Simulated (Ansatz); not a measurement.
Cd (hcp (Mg type), space group No. 194) under volume change, plane-wave PAW PBEsol (Ansatz code), shape and atoms relaxed at each volume.

| V (Å³/atom) | E − E(relaxed) (meV/atom) | P (GPa) |
|---|---|---|
| 18.992 | 38.5 | 7.34 |
| 19.618 | 15.9 | 4.37 |
| 20.244 | 3.7 | 1.95 |
| 20.870 | 0.0 | 0.00 |
| 21.496 | 3.2 | -1.56 |
| 22.122 | 11.9 | -2.84 |
| 22.748 | 25.0 | -3.79 |

Problem. What does a third-order Birch–Murnaghan fit give for V₀, B₀ and B′?

Solution. V₀ = 20.87 Å³/atom, B₀ = 58.0 GPa, B′ = 6.3.

Space group P6_3/mmc (hcp (Mg type)). Symmetry was held in the PBEsol relaxation.

Potentials: the later of the program's two PAW sets.
